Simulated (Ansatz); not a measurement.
AgNO$_{3}$:
```yaml
crystal:
  lattice:
    - [2.53616, 1.46425, 2.68584]
    - [-2.53616, 1.46425, 2.68584]
    - [0.00000, -2.92851, 2.68584]
  atoms:
    - { symbol: Ag, position: [0.99376, 0.99376, 0.99376] }
    - { symbol: N, position: [0.57507, 0.57507, 0.57507] }
    - { symbol: O, position: [0.43480, 0.43480, 0.86295] }
    - { symbol: O, position: [0.86295, 0.43480, 0.43480] }
    - { symbol: O, position: [0.43480, 0.86295, 0.43480] }
```

The program Ansatz at the r²SCAN+D4 level (PAW) gives a gap of 2.04 eV without spin–orbit coupling, maximum at L, minimum at T.

### Question
What happens when spin–orbit coupling is switched on?

### Answer
The gap shrinks by 0.04 eV, to 2.00 eV; maximum off the standard path, at k = (-0.031, -0.031, 0.458), minimum at T.

Space group R3m. The workflow started from a Materials Project entry (that database holds measured and hypothetical structures alike); the Crystallography Open Database files this formula in space group No. 160, but the cells were not matched. Whether it is the stable phase at ambient conditions was not checked. The cell was relaxed with r²SCAN+D4 under the symmetry of its start; whether a distortion lowers the energy is not shown. No spin polarisation was allowed.

Potentials: the later of the program's two PAW sets.
